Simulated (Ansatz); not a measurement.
Relaxed candidate structures of PtSe₂:

A. P-3m1 (No. 164), hP3, CdI2 type; a = b = 3.731 Å, c = 5.256 Å, α = β = 90.00°, γ = 120.00°; Pt 1a (0.000, 0.000, 0.000); Se 2d (0.333, 0.667, 0.247)

B. P6₃/mmc (No. 194), hP6; a = 3.591 Å, b = 3.591 Å, c = 11.251 Å, α = 90.00°, β = 90.00°, γ = 120.00°; Pt 2c (0.333, 0.667, 0.250); Se 4f (0.667, 0.333, 0.117)

Question: Rank these by energy per atom (lowest first), as r2SCAN+rVV10 (plane waves to 500 eV, PAW, scalar-relativistic; Ansatz, a first-principles code) gives it.

Answer: A (reference, the lowest among the structures calculated here), B (+0.46 eV/atom)

Each run could gain symmetry but not lose that of its start, so entries can be saddle points. From databases, or of a type measured for this composition: P-3m1, hP3, CdI2 type; the others are generated cells (placed on structure types, drawn at random, substituted or restacked) that were not matched to a known phase here. Energies are at zero temperature and pressure, without zero-point motion. No spin polarisation in the result.
